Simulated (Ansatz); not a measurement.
InAs:
```cif
data_As4In4
_chemical_formula_sum 'In4 As4'
_space_group_name_H-M_alt 'F-43m'
_space_group_IT_number 216
_space_group_name_Hall 'F -4 2 3'
_cell_length_a 6.10782
_cell_length_b 6.10782
_cell_length_c 6.10782
_cell_angle_alpha 90.000
_cell_angle_beta 90.000
_cell_angle_gamma 90.000
loop_
_atom_site_label
_atom_site_type_symbol
_atom_site_symmetry_multiplicity
_atom_site_Wyckoff_symbol
_atom_site_fract_x
_atom_site_fract_y
_atom_site_fract_z
_atom_site_occupancy
In1 In 4 d 0.75000 0.75000 0.75000 1
As1 As 4 a 0.00000 0.00000 0.00000 1
```
(The calculation used a cell of 2 atoms; values per cell refer to that cell.)

Relaxed with r²SCAN.

Problem. Which orbitals make up the states near the band edges in r²SCAN in the plane-wave PAW code Ansatz?

Solution. Top 1 eV of the valence band: As 4p 80 %, In 5p 17 %. Bottom 1 eV of the conduction band: In 5s 42 %, As 4p 27 %, As 4s 23 %, In 5p 6 %. Projections are on Löwdin-orthogonalised atomic valence shells; empty p or d shells of many metals are not among them.

Problem. Tabulate the density of states.

Solution. States/eV per cell of 2 atoms, in 0.25 eV bins, energy from the valence-band maximum.

| E (eV) | total | As 4p | In 5p | In 5s |
|---|---|---|---|---|
| -7.85 | 0.00 | 0.00 | 0.00 | 0.00 |
| -7.60 | 0.00 | 0.00 | 0.00 | 0.00 |
| -7.35 | 0.00 | 0.00 | 0.00 | 0.00 |
| -7.10 | 0.00 | 0.00 | 0.00 | 0.00 |
| -6.85 | 0.00 | 0.00 | 0.00 | 0.00 |
| -6.60 | 0.00 | 0.00 | 0.00 | 0.00 |
| -6.35 | 0.00 | 0.00 | 0.00 | 0.00 |
| -6.10 | 0.00 | 0.00 | 0.00 | 0.00 |
| -5.85 | 0.07 | 0.03 | 0.00 | 0.03 |
| -5.60 | 2.84 | 1.31 | 0.15 | 1.30 |
| -5.35 | 1.47 | 0.68 | 0.11 | 0.61 |
| -5.10 | 0.84 | 0.39 | 0.06 | 0.32 |
| -4.85 | 0.58 | 0.27 | 0.04 | 0.21 |
| -4.60 | 0.45 | 0.21 | 0.03 | 0.16 |
| -4.35 | 0.34 | 0.16 | 0.02 | 0.11 |
| -4.10 | 0.29 | 0.14 | 0.02 | 0.09 |
| -3.85 | 0.23 | 0.11 | 0.01 | 0.07 |
| -3.60 | 0.19 | 0.09 | 0.01 | 0.06 |
| -3.35 | 0.18 | 0.09 | 0.02 | 0.05 |
| -3.10 | 1.27 | 0.75 | 0.43 | 0.06 |
| -2.85 | 1.41 | 0.85 | 0.45 | 0.06 |
| -2.60 | 1.29 | 0.79 | 0.40 | 0.06 |
| -2.35 | 1.69 | 1.08 | 0.51 | 0.06 |
| -2.10 | 1.87 | 1.24 | 0.53 | 0.05 |
| -1.85 | 1.79 | 1.22 | 0.48 | 0.04 |
| -1.60 | 1.72 | 1.21 | 0.43 | 0.04 |
| -1.35 | 1.68 | 1.22 | 0.39 | 0.03 |
| -1.10 | 1.61 | 1.22 | 0.34 | 0.02 |
| -0.85 | 1.04 | 0.81 | 0.20 | 0.01 |
| -0.60 | 0.65 | 0.52 | 0.11 | 0.01 |
| -0.35 | 0.39 | 0.33 | 0.05 | 0.00 |
| -0.10 | 0.12 | 0.11 | 0.01 | 0.00 |
| 0.15 | 0.00 | 0.00 | 0.00 | 0.00 |
| 0.40 | 0.00 | 0.00 | 0.00 | 0.00 |
| 0.65 | 0.00 | 0.00 | 0.00 | 0.00 |
| 0.90 | 0.01 | 0.00 | 0.00 | 0.00 |
| 1.15 | 0.02 | 0.01 | 0.00 | 0.01 |
| 1.40 | 0.10 | 0.02 | 0.02 | 0.03 |
| 1.65 | 0.31 | 0.07 | 0.07 | 0.11 |
| 1.90 | 0.51 | 0.12 | 0.13 | 0.16 |
| 2.15 | 0.78 | 0.16 | 0.26 | 0.19 |
| 2.40 | 1.15 | 0.26 | 0.40 | 0.27 |
| 2.65 | 2.10 | 0.54 | 0.66 | 0.51 |
| 2.90 | 1.72 | 0.48 | 0.50 | 0.42 |
| 3.15 | 1.14 | 0.33 | 0.33 | 0.25 |
| 3.40 | 0.91 | 0.26 | 0.29 | 0.19 |
| 3.65 | 0.93 | 0.26 | 0.33 | 0.18 |
| 3.90 | 0.75 | 0.19 | 0.33 | 0.12 |
| 4.15 | 0.85 | 0.20 | 0.42 | 0.11 |
| 4.40 | 1.30 | 0.30 | 0.67 | 0.12 |
| 4.65 | 2.22 | 0.51 | 1.17 | 0.13 |
| 4.90 | 1.42 | 0.31 | 0.81 | 0.07 |

The cell was relaxed with r²SCAN under the symmetry of its start; phonons on a q-mesh show no instability. Spin–orbit coupling is left out wherever it is not named.

Potentials: the earlier of the program's two PAW sets.
